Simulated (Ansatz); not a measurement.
MgNb4O10 (P1) from a database structure, relaxed with r2SCAN. Mg has 5 O at 1.98–2.15 Å; Nb has 6 O at 1.83–2.33 Å; Nb has 6 O at 1.90–2.18 Å and 1 Nb at 2.74 Å; Nb has 6 O at 1.88–2.23 Å; Nb has 6 O at 1.95–2.15 Å and 1 Nb at 2.74 Å; O has 3 Nb at 1.90–2.33 Å; O has 3 Nb at 1.99–2.15 Å; O has 3 Nb at 1.95–2.25 Å (further sites aren't listed).

Space group P1 (No. 1). a = 5.039 Å, b = 5.611 Å, c = 6.911 Å, α = 76.68°, β = 69.39°, γ = 89.98°
```json
{"atom": "Mg", "site": "1a", "symmetry": "1", "x": "0.2370", "y": "0.3522", "z": "0.0567"}
{"atom": "Nb", "site": "1a", "symmetry": "1", "x": "0.8714", "y": "0.2727", "z": "0.7410"}
{"atom": "Nb", "site": "1a", "symmetry": "1", "x": "0.5939", "y": "0.1980", "z": "0.3383"}
{"atom": "Nb", "site": "1a", "symmetry": "1", "x": "0.1315", "y": "0.7327", "z": "0.2719"}
{"atom": "Nb", "site": "1a", "symmetry": "1", "x": "0.3993", "y": "0.7973", "z": "0.6786"}
{"atom": "O", "site": "1a", "symmetry": "1", "x": "0.8735", "y": "0.3705", "z": "0.3940"}
{"atom": "O", "site": "1a", "symmetry": "1", "x": "0.2462", "y": "0.1510", "z": "0.6049"}
{"atom": "O", "site": "1a", "symmetry": "1", "x": "0.1338", "y": "0.6379", "z": "0.5904"}
{"atom": "O", "site": "1a", "symmetry": "1", "x": "0.7432", "y": "0.8475", "z": "0.3985"}
{"atom": "O", "site": "1a", "symmetry": "1", "x": "0.1333", "y": "0.7277", "z": "0.0006"}
{"atom": "O", "site": "1a", "symmetry": "1", "x": "0.8937", "y": "0.2452", "z": "0.0117"}
{"atom": "O", "site": "1a", "symmetry": "1", "x": "0.4207", "y": "0.5014", "z": "0.2289"}
{"atom": "O", "site": "1a", "symmetry": "1", "x": "0.6563", "y": "0.9954", "z": "0.7706"}
{"atom": "O", "site": "1a", "symmetry": "1", "x": "0.5543", "y": "0.4779", "z": "0.7792"}
{"atom": "O", "site": "1a", "symmetry": "1", "x": "0.3379", "y": "0.0378", "z": "0.2087"}
```

3 runs of the PAW code Ansatz on this cell differ in the functional (and in the settings that go with it). Levels are in eV from each run's valence top; v1 is the last filled band, c1 the first empty one.

Run A, mean stress 0.0 GPa (compression positive):
```
point     v5     v3     v1    c1    c2    c3
    Γ  -3.36  -3.02  -0.21  0.90  1.20  1.31
    X  -3.31  -2.99  -0.13  1.40  1.49  1.74
    Y  -3.36  -3.01  -0.37  0.99  1.14  1.51
    Z  -3.32  -3.06  -0.05  0.59  0.90  1.10
```

Run B, mean stress -3.1 GPa (compression positive):
```
point     v5     v3     v1    c1    c2    c3
    Γ  -3.69  -3.35  -0.22  1.63  1.92  2.06
    X  -3.64  -3.32  -0.14  2.19  2.24  2.54
    Y  -3.70  -3.33  -0.38  1.76  1.89  2.29
    Z  -3.66  -3.40  -0.06  1.31  1.62  1.81
```

Run C, mean stress -3.1 GPa (compression positive):
```
point     v5     v3     v1    c1    c2    c3
    Γ  -3.73  -3.38  -0.22  2.35  2.64  2.78
    X  -3.68  -3.36  -0.15  2.92  2.97  3.28
    Y  -3.74  -3.37  -0.40  2.49  2.62  3.03
    Z  -3.69  -3.44  -0.05  2.02  2.34  2.52
```

Task: Match the runs to r2SCAN, HSE06, PBE0.

Result: A is r2SCAN, B is HSE06, C is PBE0. In order of the gap: r2SCAN 0.56, HSE06 1.27, PBE0 1.98 eV. The stress vanishes for r2SCAN, which relaxed the cell.

Spin-unpolarised throughout; all numbers are computed.

Spin-orbit coupling is left out.

The stress of a hybrid is loosely converged in these runs.

The meshes of the hybrids are coarse, so their gaps aren't converged to the digits shown.
